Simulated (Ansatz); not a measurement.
BaTiO3 with Al replacing Ba, one structure, two calculations

Cell: a supercell of BaTiO3 (cubic perovskite type, Pm-3m) built from a refined structure from the COD, with the ions relaxed around the defect (PBE).

Space group Im-3m (No. 229); a = 8.0120 Å.

| site | Wyckoff | site symmetry | x | y | z |
| --- | --- | --- | --- | --- | --- |
| Al | 2a | m-3m | 0.5000 | 0.5000 | 0.5000 |
| Ba | 6b | 4/mm.m | 0.5000 | 0.5000 | 0.0000 |
| Ti | 8c | .-3m | 0.2500 | 0.2500 | 0.2500 |
| O | 24h | m.m2 | 0.5000 | 0.2557 | 0.2557 |

One atom of each set is listed; the run and its k-mesh use a cell of 20 atoms with edges of 6.94, 6.94, 6.94 Å.

First run. All values are calculated (Ansatz; DFT, PBE, plane waves and PAW, scalar-relativistic, 420 eV cutoff, Γ-centred 3×3×3 k-points, Fermi–Dirac smearing 0.01 eV, cell charge +1), not measured.

```tsv
site	V_zz (10²¹ V/m²)	η
Al	0.00	–
Ba	-6.66	0.00
Ti	-0.83	0.00
O	-2.98	0.20
```

Second run. The same atoms and settings, except that the functional is r2SCAN and the cutoff is 500 eV.

(1) Given the first result, estimate the second.

Results:

(1) 

| site | V_zz | η | change of V_zz |
| --- | --- | --- | --- |
| Al | 0.00 | – | 0.00 |
| Ba | -6.69 | 0.00 | -0.03 |
| Ti | -0.89 | 0.00 | -0.06 |
| O | -3.26 | 0.05 | -0.28 |

The largest change of V_zz is on O, from -2.98 to -3.26. In per cent, |V_zz| changes by 0 on Ba, +8 on Ti, +9 on O (all sites that start above 0.5).

The defect repeats with the cell of 20 atoms, so it feels its images: sites between two images don't show the values beside a lone defect, and zeros or small values of η there can come from the images' arrangement. O carries a gradient in the pure host already, so the values there aren't the defect's effect alone. The relaxation keeps the site symmetry m-3m of the start, so the impurity can't leave its site; a start off the site could end lower. This high-symmetry form of BaTiO3 is unstable when cold, to polar off-centring of Ti. The symmetry of the cell holds that distortion back, wholly or in part, and it would change the field gradients, the more the larger the distortion. A uniform background compensates the cell's charge. Without spin–orbit coupling (the program notes it for Ba) the gradients can shift somewhat, as the gap is small.
For the first run: With a gap of 0.2 eV on this mesh, small gradients can still move by 0.1 × 10²¹ V/m² or more as the k-mesh gets denser.
For the second run: With a gap of 0.6 eV on this mesh, small gradients can still move by 0.1 × 10²¹ V/m² or more as the k-mesh gets denser. The cell keeps the host's lattice, where the r2SCAN pressure is -5 GPa (in a charged cell this depends on the convention for the mean potential).
